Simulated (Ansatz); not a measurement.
Cold compression of SiW (zincblende type)

```xyz
2
Lattice="0.0000 2.7921 2.7921 2.7921 0.0000 2.7921 2.7921 2.7921 0.0000" Properties=species:S:1:pos:R:3 pbc="T T T"
W     0.0000    0.0000    0.0000
Si    1.3961    1.3961    1.3961
```

The cell comes from a relaxation on PAW files under the same functional, begun from a prototype that needn't be the stable phase.

Its volume is scaled at fixed shape and fractional positions.

All numbers are PBE results (scalar-relativistic) from Ansatz 0.2.0, with a Γ-centred 11×11×11 k mesh, Fermi–Dirac smearing of 0.08 eV, no spin polarisation. Methods: LAPW: all electrons, basis error target 1 meV/atom; PAW: frozen-core files, cutoff 420 eV; crystal datasets: all electrons, by PAW datasets that the program makes for each cell; norm-conserving: pseudopotentials, cutoff 1007 eV; PAW (cutoff 300 eV): frozen-core files, cutoff 300 eV.

Energies are extrapolated to zero smearing and count from the unscaled cell; pressure is positive in compression; gaps take the mesh and a band path. No temperature or zero-point motion is included.

Spin–orbit coupling is left out, which matters for the heavy atoms. The structure type is held throughout; the real material can change phase at far lower pressure.

```json
{"V/V0": "1.00", "V (Å³/atom)": "21.77", "P LAPW (GPa)": "-0.06", "ΔE LAPW (eV/atom)": "0.000", "P PAW − LAPW (GPa)": "0.04", "ΔE PAW − LAPW (meV/atom)": "0.0"}
{"V/V0": "0.90", "V (Å³/atom)": "19.59", "P LAPW (GPa)": "?", "ΔE LAPW (eV/atom)": "?", "P PAW − LAPW (GPa)": "?", "ΔE PAW − LAPW (meV/atom)": "?"}
{"V/V0": "0.80", "V (Å³/atom)": "17.41", "P LAPW (GPa)": "37.8", "ΔE LAPW (eV/atom)": "0.423", "P PAW − LAPW (GPa)": "0.23", "ΔE PAW − LAPW (meV/atom)": "3.3"}
{"V/V0": "0.70", "V (Å³/atom)": "15.24", "P LAPW (GPa)": "77.6", "ΔE LAPW (eV/atom)": "1.181", "P PAW − LAPW (GPa)": "0.48", "ΔE PAW − LAPW (meV/atom)": "8.1"}
{"V/V0": "0.60", "V (Å³/atom)": "13.06", "P LAPW (GPa)": "146.5", "ΔE LAPW (eV/atom)": "2.661", "P PAW − LAPW (GPa)": "0.93", "ΔE PAW − LAPW (meV/atom)": "17.5"}
{"V/V0": "0.50", "V (Å³/atom)": "10.88", "P LAPW (GPa)": "271.6", "ΔE LAPW (eV/atom)": "5.411", "P PAW − LAPW (GPa)": "1.61", "ΔE PAW − LAPW (meV/atom)": "34.7"}
{"V/V0": "0.40", "V (Å³/atom)": "8.71", "P LAPW (GPa)": "532.6", "ΔE LAPW (eV/atom)": "10.632", "P PAW − LAPW (GPa)": "1.09", "ΔE PAW − LAPW (meV/atom)": "56.8"}
```

(1) Fit the Vinet equation to the LAPW pressures shown (residuals weighted by 1/(|P| + 0.03·Pmax)), and predict the pressure of the withheld row.

(2) From the table, what is the rise of the enthalpy H = E + pV up to the last row, and how stiff is the crystal between the last two rows?

(3) At the smallest volume, how far do crystal datasets and norm-conserving and PAW (cutoff 300 eV) lie from LAPW in pressure?

(4) How do the Löwdin populations by LAPW change from the unscaled cell to the last row?

Answers

(1) The fit gives V0 = 21.76 Å³/atom, B0 = 109 GPa and B0′ = 4.06. At 19.59 Å³/atom, x = (V/V0)^(1/3) = 0.9656, and P = 3·B0·(1 − x)/x²·exp[1.5·(B0′ − 1)·(1 − x)] = 14.09 GPa. The run itself gave 14.22 GPa (-1.0 % off) and ΔE = 0.086 eV/atom.

(2) ΔH = 10.632 eV + (532.6 GPa × 8.71 Å³ + 0.06 GPa × 21.77 Å³) × 0.006242 eV/(GPa·Å³) = 39.58 eV/atom, of which pV makes 73 %. The mean bulk modulus there is −ΔP/Δln V = 1170 GPa.

(3) crystal datasets: 0.00 GPa; norm-conserving: -0.77 GPa; PAW (cutoff 300 eV): +1.76 GPa, on a LAPW pressure of 532.6 GPa.

(4) W 5s 1.95 → 1.77, W 6s 0.67 → 0.49, W 5p 5.97 → 5.81, W 5d 5.00 → 6.83, Si 2s 1.99 → 1.94, Si 3s 1.35 → 0.91, Si 3p 2.96 → 2.12 electrons an atom. These are projections on the shells that the free atoms fill; 0.11 e a cell lies outside them at the start and 0.17 e at the end.
